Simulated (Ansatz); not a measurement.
Relax this structure to zero stress and force, keeping its symmetry:

```
Ta N
1.0
    -2.20320    2.20320    4.31061
     2.20320   -2.20320    4.31061
     2.20320    2.20320   -4.31061
Ta N
4 3
Direct
  0.00000 0.50000 0.50000
  0.26382 0.26382 0.00000
  0.50000 0.00000 0.50000
  0.73618 0.73618 0.00000
  0.75000 0.25000 0.50000
  0.00000 0.00000 0.00000
  0.25000 0.75000 0.50000
```

Computed with DFT r2SCAN, scalar-relativistic, plane waves, PAW (Ansatz).

Settings: cutoff 500 eV, Γ-centred mesh 12×12×12 on the computed 7-atom cell, Gaussian smearing of 0.10 eV; no spin polarisation.

What does it relax to?

The volume falls by 0.20 Å³/atom to 11.76 Å³/atom, and the energy falls by 5.2 meV/atom. Final structure:
```yaml
crystal:
  lattice:
    - [-2.19009, 2.19009, 4.28994]
    - [2.19009, -2.19009, 4.28994]
    - [2.19009, 2.19009, -4.28994]
  atoms:
    - { symbol: Ta, position: [0.00000, 0.50000, 0.50000] }
    - { symbol: Ta, position: [0.26817, 0.26817, 0.00000] }
    - { symbol: Ta, position: [0.50000, 0.00000, 0.50000] }
    - { symbol: Ta, position: [0.73183, 0.73183, 0.00000] }
    - { symbol: N, position: [0.75000, 0.25000, 0.50000] }
    - { symbol: N, position: [0.00000, 0.00000, 0.00000] }
    - { symbol: N, position: [0.25000, 0.75000, 0.50000] }
```

Spin–orbit coupling is left out, which can shift energies with elements as heavy as these.